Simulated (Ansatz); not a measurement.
Theory: DFT PBE, scalar-relativistic, plane waves, PAW, and for the lanthanide a 4f-in-core norm-conserving potential, in Ansatz. Settings: cutoff 690 eV, Γ-centred meshes spaced at most about 0.3 Å⁻¹, and about 0.25 Å⁻¹ or finer for metals (2π included), Gaussian smearing. No spin polarisation in the final relaxations.

Temperature and zero-point effects are left out.

Compare these two cells of Li2Sm, each relaxed at this level.

A.

```
CELL_PARAMETERS angstrom
5.11968 0.00000 0.00000
-2.55984 4.43377 0.00000
0.00000 0.00000 3.26469
ATOMIC_POSITIONS crystal
Li 0.33333 0.66667 0.50000
Li 0.66667 0.33333 0.50000
Sm 0.00000 0.00000 0.00000
```

B.

```
CELL_PARAMETERS angstrom
5.37543 0.00000 0.00000
-2.68772 4.65526 0.00000
0.00000 0.00000 6.08110
ATOMIC_POSITIONS crystal
Li 0.00000 0.00000 0.00000
Li 0.00000 0.00000 0.50000
Li 0.33333 0.66667 0.25000
Li 0.66667 0.33333 0.75000
Sm 0.33333 0.66667 0.75000
Sm 0.66667 0.33333 0.25000
```

Question: Which form is favoured at zero pressure, and by what margin per atom?

Answer: A is lower, by 109 meV/atom. A has space group P6/mmm (No. 191), 24.7 Å³/atom and no gap on its mesh; B has the Ni2In type, space group P6_3/mmc (No. 194), 25.4 Å³/atom and no gap. Counting all near atoms (those within 1.25 times the shortest distance at each site; a plus sign parts nearer from farther groups; a slash parts the counts of unlike sites), A has Li 3+8, Sm 14 and B has Li 5+6/2+12, Sm 5+6. Even the lower one lies +0.14 eV/atom against the reference forms of the elements (uncorrected), so neither is stable at this level. In A, Li is surrounded by 3 Li at 2.96 Å, 2 Li at 3.26 Å and 6 Sm at 3.38 Å; Sm has 2 Sm at 3.26 Å and 12 Li at 3.38 Å. In B, Li on a site of symmetry -3m is surrounded by 2 Li at 3.04 Å, 6 Li at 3.46 Å and 6 Sm at 3.46 Å; Li on a site of symmetry -6m2 has 5 Sm at 3.04–3.10 Å and 6 Li at 3.46 Å; Sm is surrounded by 5 Li at 3.04–3.10 Å, 6 Li at 3.46 Å and 6 Sm at 4.34 Å. Both come from invented guesses. A third cell relaxed alike, in P-3m1, lies 32 meV/atom below the lower of the two.

Cells relaxed within their symmetry can be saddle points.

The lanthanide is trivalent by construction, without f bands, f moments or other valences.
